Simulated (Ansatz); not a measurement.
PbS (zinc blende, F-43m), a = b = c = 6.602 Å, α = β = γ = 90.00°; the cell used has 2 atoms.

Relaxed with r²SCAN.

Question: Tabulate the valence density and the electron localisation function along the shortest S–Pb contact (2.86 Å), r²SCAN (plane waves, PAW; program Ansatz).

Answer: 

| distance from S (Å) | density (e/Å³) | ELF |
|---|---|---|
| 0.29 | 0.60 | 0.05 |
| 0.43 | 0.98 | 0.38 |
| 0.57 | 1.14 | 0.72 |
| 0.71 | 1.04 | 0.85 |
| 0.86 | 0.80 | 0.87 |
| 1.00 | 0.57 | 0.83 |
| 1.14 | 0.40 | 0.70 |
| 1.29 | 0.31 | 0.49 |
| 1.43 | 0.27 | 0.30 |
| 1.57 | 0.30 | 0.23 |
| 1.72 | 0.41 | 0.27 |
| 1.86 | 0.68 | 0.37 |
| 2.00 | 1.28 | 0.43 |
| 2.14 | 2.31 | 0.38 |
| 2.29 | 3.66 | 0.24 |
| 2.43 | 5.12 | 0.09 |
| 2.57 | 6.58 | 0.02 |

The density is the valence pseudo-density with augmentation charge, so density and ELF within about 1 Å of a nucleus are not all-electron values.

The start of the workflow was typed in or built on a structure type; neither database checked (COD, Materials Project) lists it. It is not the phase usual at ambient conditions (space group No. 225). The r²SCAN relaxation kept the symmetry of its start. At this level the phase is mechanically unstable. Scalar-relativistic: spin–orbit coupling is off unless named, which matters more the heavier the elements.

Potentials: the earlier of the program's two PAW sets.
